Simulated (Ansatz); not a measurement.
MgS:
```
MgS
1.0
    0.00000     2.60256     2.60256
    2.60256     0.00000     2.60256
    2.60256     2.60256     0.00000
Mg S
1 1
Direct
  0.00000   0.00000   0.00000
  0.50000   0.50000   0.50000
```

Relaxed with r²SCAN.

**Question.** Give the Bader charges and basin volumes of the independent atoms, DFT-r²SCAN in the program Ansatz with PAW potentials.

**Answer.** 

```tsv
atom	Bader charge (e)	Bader volume (Å³)
Mg1	+1.71	5.6
S2	-1.71	29.6
```

Space group Fm-3m (rock salt). Symmetry was held in the r²SCAN relaxation.

Potentials: the earlier of the program's two PAW sets. The files were generated under PBE; for other functionals the program regenerates the frozen cores, and for LDA and PBEsol the local potential too.
